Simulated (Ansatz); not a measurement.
Ta (bcc, W type)

```xyz
1
Lattice="-1.6599 1.6599 1.6599 1.6599 -1.6599 1.6599 1.6599 1.6599 -1.6599" Properties=species:S:1:pos:R:3 pbc="T T T"
Ta     0.0000     0.0000     0.0000
```

This relaxed cell (volume V₀) is scaled evenly in all directions, its shape held. Symmetry pins the atoms to their sites.

All values below come from PBE (plane waves to 420 eV, PAW, scalar-relativistic; Ansatz, an electronic-structure program). k mesh 20×20×20 (Γ-centred), Fermi-Dirac smearing 0.05 eV. Energies are smeared free energies. Stress and pressure are positive under compression. Spin-orbit coupling is left out, though Ta is heavy. Ta is run without spin polarisation. Ta was relaxed with its symmetry unable to fall. The PAW data are Ansatz's earlier set. The zero of ΔE is the relaxed starting cell. The last digit holds for this mesh only.

```json
[
 {"V (Å³/atom)": "16.464", "ΔE (meV/atom)": "132.1"},
 {"V (Å³/atom)": "16.921", "ΔE (meV/atom)": "71.2"},
 {"V (Å³/atom)": "17.378", "ΔE (meV/atom)": "30.4"},
 {"V (Å³/atom)": "17.836", "ΔE (meV/atom)": "7.3"},
 {"V (Å³/atom)": "18.293", "ΔE (meV/atom)": "0.0"},
 {"V (Å³/atom)": "18.750", "ΔE (meV/atom)": "6.7"},
 {"V (Å³/atom)": "19.208", "ΔE (meV/atom)": "withheld"},
 {"V (Å³/atom)": "19.665", "ΔE (meV/atom)": "56.1"},
 {"V (Å³/atom)": "20.122", "ΔE (meV/atom)": "96.0"}
]
```

Fit a third-order Birch-Murnaghan form (E₀, V₀, B₀, B₀′ free) to the given rows and predict ΔE at V = 19.208.

Least squares on the 8 given rows: ΔE = E₀ + (9V₀B₀/16)·y²·[2 + (B₀′ − 4)y], y = (V₀/V)^(2/3) − 1, with V₀ = 18.293 Å³/atom, B₀ = 195.9 GPa (160.2 GPa = 1 eV/Å³; the term in eV is multiplied by 1000), B₀′ = 3.77, E₀ = 0.02 meV/atom; root-mean-square residual 0.02 meV/atom. At 19.208 the fit gives 25.9 meV/atom; the calculation gives 25.9 meV/atom, the same to the digits shown. For the pressure the fit gives -8.7 GPa against the computed -8.7 GPa.

(A scan under strain: stresses follow from slopes of the energy per volume, elastic moduli from its curvatures.)
